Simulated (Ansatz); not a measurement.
SO2 on a (110) slab of SnO$_{2}$ (P4_2/mnm (No. 136)), 6 planes, outer planes O (top) and O (bottom), 1 a cell of 43.8 Å², relaxed and still whole (its atoms last):

```xyz
27
Lattice="6.4601 0.0000 0.0000 0.0000 6.7789 0.0000 0.0000 0.0000 24.0168" Properties=species:S:1:pos:R:3 pbc="T T T"
O     0.0000    0.0000    8.0000
O     3.2300    0.0000    8.0000
Sn    0.0000    3.3894    9.3137
Sn    3.2300    3.3894    9.3137
Sn    1.6150    0.0000    9.3137
Sn    4.8451    0.0000    9.3137
O     1.6150    2.0758    9.3137
O     4.8451    2.0758    9.3137
O     1.6150    4.7031    9.3137
O     4.8451    4.7031    9.3137
O     0.0000    0.0000   10.6273
O     3.2300    0.0000   10.6273
O    -0.0170    3.3087   11.4338
O     3.2340    3.2605   11.3428
Sn    0.0040   -0.1014   12.7124
Sn    3.2282   -0.0070   12.6164
Sn    1.6444    3.3509   12.7625
Sn    4.7791    3.3480   12.8093
O     1.6751    5.4359   12.5760
O     4.7890    5.4433   12.6882
O     1.5956    1.2349   12.9129
O     4.8603    1.2364   12.9415
O    -0.0039    3.5956   14.0913
O     3.1892    3.3632   14.0168
O     0.2161    6.1610   14.7734
S    -0.0851    4.8237   15.4981
O    -1.4864    4.7383   15.8783
```

The calculation used Ansatz, DFT PBE+D3(BJ), scalar-relativistic, plane waves, PAW. Cutoff 420 eV; k points 3×2×1 on the computed 27-atom cell (Γ-centred); Gaussian smearing, width 0.05 eV; no spin polarisation. The cell repeats along c with a dipole correction in the vacuum.

It binds with 1.42 eV a molecule against the clean slab and the free molecule (no zero-point or thermal terms); its shortest contact is S–O 1.87 Å. Take first-order desorption with no barrier to adsorption, no reaction on the face and an assumed prefactor of 10^13 s⁻¹.

**Question.** How long does a molecule stay at 300 K?

**Answer.** τ = ν⁻¹·exp(E/k_BT) with k_BT = 0.0259 eV: E/k_BT = 54.9, so τ ≈ 7×10^10 s. It doesn't desorb at this temperature.

**Question.** Where does its peak lie in a desorption experiment heated at 2 K/s?

**Answer.** The peak obeys E/(k_B·T_p²) = (ν/β)·exp(−E/k_BT_p). Solving gives T_p ≈ 515 K (E/k_BT_p = 32.0). An error of 0.1 eV in E moves it by about 36 K, and larger molecules have larger prefactors, which lowers it.

**Question.** Is this physisorption or chemisorption?

**Answer.** The tightest contact, O–Sn 2.14 Å, is 1.04 times the sum of covalent radii, and deformation and lateral interaction add up to +0.82 eV. This is chemisorption.

The clean reference is an ideal cut relaxed in this small cell. Real faces with dangling bonds reconstruct or are passivated, and a lower clean face would weaken the binding, shorten τ and lower T_p.

The molecule may also break up before it leaves, which wasn't tried.